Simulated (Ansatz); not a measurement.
Property card for H6C3Br2O

Level of theory: Ansatz 0.2.0, DFT PBE+D3(BJ), scalar-relativistic, plane waves, PAW.

Settings: cutoff 420 eV, Γ-centred mesh 6×6×4 on the computed 24-atom cell, Gaussian smearing of 0.02 eV; no spin polarisation.

The structure is relaxed at this level of theory with its symmetry kept.

```yaml
crystal:
  lattice:
    - [3.80953, -3.65987, -0.05385]
    - [3.80953, 3.65987, -0.05385]
    - [-2.71637, 0.00000, 11.76811]
  atoms:
    - { symbol: H, position: [0.26690, 0.37781, 0.69690] }
    - { symbol: H, position: [0.62219, 0.73310, 0.80310] }
    - { symbol: H, position: [0.73310, 0.62219, 0.30310] }
    - { symbol: H, position: [0.37781, 0.26690, 0.19690] }
    - { symbol: H, position: [0.99509, 0.51868, 0.61639] }
    - { symbol: H, position: [0.48132, 0.00491, 0.88361] }
    - { symbol: H, position: [0.00491, 0.48132, 0.38361] }
    - { symbol: H, position: [0.51868, 0.99509, 0.11639] }
    - { symbol: H, position: [0.31590, 0.57328, 0.59811] }
    - { symbol: H, position: [0.42672, 0.68410, 0.90189] }
    - { symbol: H, position: [0.68410, 0.42672, 0.40189] }
    - { symbol: H, position: [0.57328, 0.31590, 0.09811] }
    - { symbol: C, position: [0.21716, 0.78284, 0.75000] }
    - { symbol: C, position: [0.78284, 0.21716, 0.25000] }
    - { symbol: C, position: [0.19323, 0.54776, 0.66033] }
    - { symbol: C, position: [0.45224, 0.80677, 0.83967] }
    - { symbol: C, position: [0.80677, 0.45224, 0.33967] }
    - { symbol: C, position: [0.54776, 0.19323, 0.16033] }
    - { symbol: Br, position: [0.67066, 0.98161, 0.57666] }
    - { symbol: Br, position: [0.01839, 0.32934, 0.92334] }
    - { symbol: Br, position: [0.32934, 0.01839, 0.42334] }
    - { symbol: Br, position: [0.98161, 0.67066, 0.07666] }
    - { symbol: O, position: [0.04793, 0.95207, 0.75000] }
    - { symbol: O, position: [0.95207, 0.04793, 0.25000] }
```

| Quantity | Value |
| --- | --- |
| Space group | C2/c (No. 15) |
| Volume per atom | 13.63 Å³ |
| Kohn–Sham band gap | 2.27 eV, indirect from Y2 to (-0.125, -0.125, 0.271) (the valley at (-0.050, 0.000, 0.050) lies within 0.03 eV, so the order isn't resolved) |
| Löwdin character of the top 1 eV of the valence band | Br 4p 69 %, O 2p 20 %, C 2p 8 % |
| Löwdin character of the lowest 1 eV of the conduction band | Br 4p 84 % |
| Electron masses at the edge by Cartesian direction of the standard setting (m_e; degenerate bands sorted by energy; no spin-orbit coupling) | x: 3.0; y: 22; z: 0.74 |
| Hole masses at the edge by Cartesian direction of the standard setting (m_e; degenerate bands sorted by energy; no spin-orbit coupling) | x: 3.4; y: 2.7; z: 1.4 |
| Bulk modulus | 7.3 GPa |
| Its pressure derivative | 6.0 |

2 further runs of this set didn't finish or converge.

Cost: 9 runs of about 69 core-minutes in all, on Arm Neoverse V2 (shared hosts).